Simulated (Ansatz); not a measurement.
IrO$_{2}$:
```yaml
crystal:
  lattice:
    - [4.47092, 0.00000, 0.00000]
    - [0.00000, 4.47092, 0.00000]
    - [0.00000, 0.00000, 3.15445]
  atoms:
    - { symbol: Ir, position: [0.00000, 0.00000, 0.00000] }
    - { symbol: Ir, position: [0.50000, 0.50000, 0.50000] }
    - { symbol: O, position: [0.30892, 0.30892, 0.00000] }
    - { symbol: O, position: [0.80892, 0.19108, 0.50000] }
    - { symbol: O, position: [0.19108, 0.80892, 0.50000] }
    - { symbol: O, position: [0.69108, 0.69108, 0.00000] }
```

Relaxed with PBEsol. Special points in fractions of this cell's reciprocal vectors: Γ (0.000, 0.000, 0.000); X (0.000, 0.500, 0.000); M (0.500, 0.500, 0.000); Z (0.000, 0.000, 0.500); R (0.000, 0.500, 0.500); A (0.500, 0.500, 0.500).

Problem. List the band energies nearest the Fermi level at these points for the program Ansatz at the PBEsol with spin–orbit coupling level (PAW).

Solution. In eV from the Fermi level; about four levels below and three above (degenerate sets whole), none deeper than 8.9 eV; points with the same levels are listed once.

| k | below | above |
|---|---|---|
| Γ | -2.36 -2.36 -1.96 -1.96 | 0.90 0.90 1.29 1.29 |
| X | -0.28 -0.28 -0.28 -0.28 | 3.53 3.53 3.53 3.53 |
| M | -2.28 -2.28 -2.28 -2.28 | 0.18 0.18 0.18 0.18 |
| Z | -0.83 -0.83 -0.83 -0.83 | 0.27 0.27 0.27 0.27 |
| R | -2.10 -2.10 -1.77 -1.77 | 0.33 0.33 0.68 0.68 |
| A | -0.48 -0.48 -0.48 -0.48 | 2.31 2.31 2.31 2.31 |

Space group P4_2/mnm (rutile). Symmetry was held in the PBEsol relaxation. The run is not spin-polarised. The volume moved by -16 % from the start of the relaxation.

Potentials: the later of the program's two PAW sets.
